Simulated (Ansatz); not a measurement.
## Computed properties of Mg

```
CELL_PARAMETERS angstrom
-1.47650 1.47650 1.47650
1.47650 -1.47650 1.47650
1.47650 1.47650 -1.47650
ATOMIC_POSITIONS crystal
Mg 0.00000 0.00000 0.00000
```

The geometry is COD entry 1538898, unchecked; take it as a test cell.

All numbers below come from DFT, LDA, all-electron LAPW, scalar-relativistic in Ansatz 0.2.0.

Settings: a Γ-centred 19×19×19 k mesh, Fermi–Dirac smearing of 0.03 eV, basis error target 0.5 meV/atom, no spin polarisation.

* Pressure at this cell: 55.6 GPa
* Band gap: none: bands cross the Fermi level, a metal
* Density of states at the Fermi level (0.2 eV bin): 0.27 states/eV per cell
* Volume per atom: 12.88 Å³
